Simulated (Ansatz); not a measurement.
**Pt₃SI in Ansatz, settings compared**

The command:

```bash
ansatz run input.yaml --threads 1 --pin off --max-ram 2560MiB --backend cpu --events-out ev --progress --plain --runs-dir out
```

Input:

```yaml
crystal:
  lattice:
    - [4.637928, 0.0, 0.0]
    - [0.0, 4.637928, 0.0]
    - [0.0, 0.0, 4.637928]
  atoms:
    - { symbol: Pt, position: [0.515, 0.399, 0.016] }
    - { symbol: Pt, position: [0.016, 0.515, 0.399] }
    - { symbol: Pt, position: [0.399, 0.016, 0.515] }
    - { symbol: I, position: [0.0, 0.0, 0.0] }
    - { symbol: S, position: [0.536, 0.536, 0.536] }
  symmetry: { tolerance: 0.0003 }
kpoints:
  mp_grid: { grid: [4, 4, 4], shift: [0, 0, 0] }
magnetization:
  spin_polarized: false
scf:
  occupations: { method: gaussian, width: 0.1243 }
hamiltonian:
  pseudopotentials: { kind: paw }
  xc: pbe
basis:
  ecutwfc: 420
output:
  forces: true
  stress: true
  eigenvalues: true
```

Origin of the cell: a known structure type with other elements, at an estimated volume, so it need not be a known compound.

Output of this run (shortened):

```
Pseudopotentials: kind: paw
Pseudopotential: Pt, paw, valence charge 18, recommended cutoff 420 eV (normal), Pt.paw.azcp
Pseudopotential: I, paw, valence charge 17, recommended cutoff 420 eV (normal), I.paw.azcp
Pseudopotential: S, paw, valence charge 6, recommended cutoff 420 eV (normal), S.paw.azcp
Functional definition: PBE
  exchange = pbe_x(kappa = kappa, mu = beta*pi^2/3)
  correlation = pbe_c(beta = beta)
Crystal: 5 atoms, lattice volume = 99.764 Å³
Basis set: ecut = 420 eV, 1935 PW (Γ), exchange–correlation on 64×64×64 points (8 copies of the dense FFT grid, shifted against one another)
Bands: 47, of which v1, the nominal top of the filled ones, is band 39 counted from 1 (38 counted from 0)
Symmetry: 3 space group operations
Space group: R3 (ITA 146), of the structure as read, at distance tolerance 1.4e-3 Å
[… 7 lines left out …]
Initial density: superposition of atomic densities (neutral atoms: chi_scale 0, normalization atom), corrected by the library's trained network
Functional: x = pbe(κ = 0.804, μ = 0.219515), c = pbe(β = 0.066725)
SCF iter   1: F=—  HF=-45982.103732 eV  Δρ=6.64e-3  dr2=3.31e-2  defer=2
SCF iter   2: F=—  HF=-45982.100843 eV  Δρ=3.47e-3  dr2=1.06e-2  defer=2
SCF iter   3: F=—  HF=-45982.099478 eV  Δρ=5.82e-4  dr2=4.95e-4  defer=2
SCF iter   4: F=—  HF=-45982.099429 eV  Δρ=1.84e-4  dr2=6.09e-5  defer=2
SCF iter   5: F=—  HF=-45982.099490 eV  Δρ=7.34e-5  dr2=7.31e-6  defer=2
SCF iter   6: F=—  HF=-45982.099491 eV  Δρ=2.20e-5  dr2=6.73e-7  defer=2
SCF iter   7: F=-45982.099492 eV  HF=-45982.099492 eV  Δρ=6.77e-6  dr2=5.07e-8
SCF 1 converged in 7 iterations: F = -45982.099492 eV  dr2 = 5.07e-8
SCF converged after 7 iterations
Free energy (F): -45982.099492 eV
Harris-Foulkes:  -45982.099492 eV  (|F-HF|=9.36e-9)
Internal energy: -45982.057702 eV  (E = F + TS)
E sigma→0 (E₀):  -45982.078597 eV
Entropy (-TS):   -0.041790 eV (-8.358 meV/atom)
Fermi energy:    15.050999 eV
--- Per-component energies (eV) ---
  E_band       = -1027.463363
  E_kinetic    = 2213.860423
  E_local      = -7773.050794  (includes V_loc(G=0)·N_el)
  E_nonlocal   = 539.819763
  E_hartree    = 3199.623667
  E_xc         = -1008.856237
  E_vxc        = -1122.337803  (∫ρ·V_xc dr)
  E_paw        = -33778.145064  (= ΣΔE_a)
  E_vpaw       = -1285.013785  (= ΣTr[D̂ρ^β])
  E_aug_tail   = 0.000569  (compensation charges beyond the density's cutoff)
  E_ewald      = -9375.310030
  E_smearing   = -0.041790  (= −TS)
  Σ components = -45982.099492   (vs F -45982.099492, Δ=0.00e0)
--- Forces (eV/Å), atoms counted from 1 ---
  atom   1  Pt     0.209914    -0.991777     0.667866
  atom   2  Pt     0.667866     0.209914    -0.991777
  atom   3  Pt    -0.991777     0.667866     0.209914
  atom   4  I      0.033489     0.033489     0.033489
  atom   5  S      0.080520     0.080520     0.080520
  max |Σ_I F_I| component: 1.30e-5 eV/Å
--- Stress (GPa, compression-positive) ---
       -1.278138      -0.781308      -0.781306
       -0.781306      -1.278138      -0.781308
       -0.781308      -0.781306      -1.278138
  P = ⅓ Tr σ = -1.2781 GPa (-12.781 kbar)
```

The same input was run again with these changes:

1. `hamiltonian.dispersion` default → d4; `kpoints.mp_grid.shift` [0, 0, 0] → [0.5, 0.5, 0.5]
2. `accuracy` default → low; `kpoints.mp_grid.grid` [4, 4, 4] → [1, 1, 1]; `scf.eigensolver.kind` default → davidson
3. `kpoints.mp_grid.shift` [0, 0, 0] → [0.5, 0.5, 0.5]; `crystal.symmetry` { tolerance: 0.0003 } → { detect: false }; `accuracy` default → medium
4. `accuracy` default → low; `scf.convergence.dr2_threshold` default → 1.0e-06

```json
{"run": "base", "end": "converged", "SCF iterations": "7", "P (GPa)": "-1.28", "max force component (eV/Å)": "0.992", "moment (μB)": "–", "ΔE(σ→0) (meV/atom)": "0"}
{"run": "1", "end": "converged", "SCF iterations": "7", "P (GPa)": "-5.66", "max force component (eV/Å)": "0.750", "moment (μB)": "–", "ΔE(σ→0) (meV/atom)": "–"}
{"run": "2", "end": "converged", "SCF iterations": "8", "P (GPa)": "4.96", "max force component (eV/Å)": "2.526", "moment (μB)": "–", "ΔE(σ→0) (meV/atom)": "722.16"}
{"run": "3", "end": "converged", "SCF iterations": "7", "P (GPa)": "-1.45", "max force component (eV/Å)": "0.741", "moment (μB)": "–", "ΔE(σ→0) (meV/atom)": "-7.13"}
{"run": "4", "end": "converged", "SCF iterations": "6", "P (GPa)": "-1.28", "max force component (eV/Å)": "0.992", "moment (μB)": "–", "ΔE(σ→0) (meV/atom)": "0.00"}
```

Energies are compared only where functional, datasets, charge and starting cell are the same.

Not properties of the system: run 2 (too coarse or loose: `accuracy` = low, `kpoints.mp_grid.grid` = [1, 1, 1]).

Caveats of the base run: no moments, though an odd count or open d shells may carry them; no spin-orbit coupling, though heavy elements are present; the k mesh is coarse if the cell is a metal.

Run 4: the SCF threshold is loose for forces.

Time of the base run: 5.2 s on 1 thread of Arm Neoverse V2 (shared host), peak memory 0.34 GiB, from the program's own first density.
